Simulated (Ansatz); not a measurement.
AlIr:
```xyz
4
Lattice="1.4272 -4.8064 0.0000 1.4272 4.8064 0.0000 0.0000 0.0000 4.2024" Properties=species:S:1:pos:R:3 pbc="T T T"
Al     1.4272    -1.4427     1.0506
Ir     1.4272    -3.9593     1.0506
Al     1.4272     1.4427     3.1518
Ir     1.4272     3.9593     3.1518
```

Relaxed with PBEsol. Special points in fractions of this cell's reciprocal vectors: Γ (0.000, 0.000, 0.000); Y (-0.500, 0.500, 0.000); C0 (-0.272, 0.728, 0.000); Σ0 (0.272, 0.272, 0.000); Z (0.000, 0.000, 0.500); A0 (0.272, 0.272, 0.500); E0 (-0.272, 0.728, 0.500); T (-0.500, 0.500, 0.500); S (0.000, 0.500, 0.000); R (0.000, 0.500, 0.500).

Question: List the band energies nearest the Fermi level at these points for DFT-PBEsol in the program Ansatz with PAW potentials.

Answer: In eV from the Fermi level; about four levels below and three above (degenerate sets whole), none deeper than 8.9 eV; points with the same levels are listed once.

```tsv
k	below	above
Γ	-0.99 -0.95 -0.65 -0.27	0.13 0.13 3.90
Y	-1.61 -1.19 -0.27 -0.14	0.95 3.07 4.97
C0	-3.11 -1.63 -0.93 -0.87	1.56 2.19 3.88
Z	-1.79 -1.79 -0.19 -0.19	0.09 0.09 4.57 4.57
A0	-1.45 -1.45 0.00 0.00	0.74 0.74 2.98 2.98
T	-0.17 -0.17 -0.16 -0.16	7.80 7.80 9.76 9.76
S	-2.84 -1.28 -0.94 -0.16	1.57 2.72 2.76
R	-2.87 -2.87 -1.07 -1.07	0.19 0.19 0.83 0.83
```

Space group Cmcm. The start of the workflow was typed in or built on a structure type; neither database checked (COD, Materials Project) lists it. Its standing as an ambient phase is unchecked. The cell was relaxed with PBEsol under the symmetry of its start; its stability against distortions is not shown here. No spin polarisation was allowed. Spin–orbit coupling is left out wherever it is not named.

Potentials: the later of the program's two PAW sets.
